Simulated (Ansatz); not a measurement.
# BaO: computed property card

BaO:
```
CELL_PARAMETERS angstrom
      4.44834     0.00000     0.00000
     -2.22417     3.85238     0.00000
      0.00000     0.00000     5.45985
ATOMIC_POSITIONS crystal
  Ba 0.66667 0.33333 0.25000
  Ba 0.33333 0.66667 0.75000
  O  0.66667 0.33333 0.75000
  O  0.33333 0.66667 0.25000
```

Space group P6_3/mmc (No. 194); conventional cell a = 4.448 Å, b = 4.448 Å, c = 5.460 Å, α = 90.00°, β = 90.00°, γ = 120.00°.

Method: plane-wave PAW LDA (Ansatz code). The cell and atoms are relaxed at this level. Other levels are named where they apply.

Cell and energy:

| Property | Result |
|---|---|
| Volume per atom | 23.39 Å³ |
| Density | 5.44 g/cm³ |
| Formation energy from the elements (no fitted shifts) | -255 kJ/mol-atom |

Electronic structure:

| Item | Value |
|---|---|
| Band gap | 2.01 eV (direct) |
| Valence-band maximum | at Γ |
| Conduction-band minimum | at Γ |
| Electron effective mass | 0.35, 0.35, 0.51 mₑ (principal values) |
| Hole effective mass | 0.39, 3.1, 3.1 mₑ (principal values) |

Mechanics:

| Quantity | Value |
|---|---|
| Bulk modulus (Birch–Murnaghan fit) | 68.4 GPa |
| Pressure derivative B′ | 4.3 |
| Elastic constants (relaxed ions, GPa) | C11 = 83.0, C12 = 75.2, C13 = 42.9, C33 = 130, C44 = 26.3 |
| Mechanical stability | stable (all eigenvalues of C positive) |
| Hill bulk and shear moduli | 68.6 and 14.2 GPa |
| Young's modulus | 39.9 GPa |
| Poisson's ratio | 0.40 |
| Debye temperature from the elastic constants | 191 K |

Dielectric response:

| Property | Result |
|---|---|
| Electronic dielectric constant ε∞ (DFPT) | 3.78 (xx = yy), 3.72 (zz) |
| Static dielectric constant ε0 (ions relaxed, cell fixed) | 9.89 (xx = yy), 47.4 (zz) |
| Born charges (a third of the trace) | Ba +2.50, O -2.50 e |

Phonons:

| Quantity | Result |
|---|---|
| Highest zone-centre frequency (without LO–TO term) | 266 cm⁻¹ |
| Zone-centre stability | no imaginary mode at Γ |
| Dynamical stability on the path | stable (no imaginary branch) |
| Zero-point energy | 33.2 meV/atom |
| Vibrational entropy at 300 K | 34.6 J/(K·mol of atoms) |

The first step of the workflow began from a Materials Project structure, measured or hypothetical; the Crystallography Open Database copy checked does not list it. It is not the phase usual at ambient conditions (space group No. 225). The cell was relaxed with LDA under the symmetry of its start. The references are the lowest solids computed at this level, not always the standard phases (solids in place of the gases). Spin–orbit coupling is left out wherever it is not named.

Potentials: the later of the program's two PAW sets.
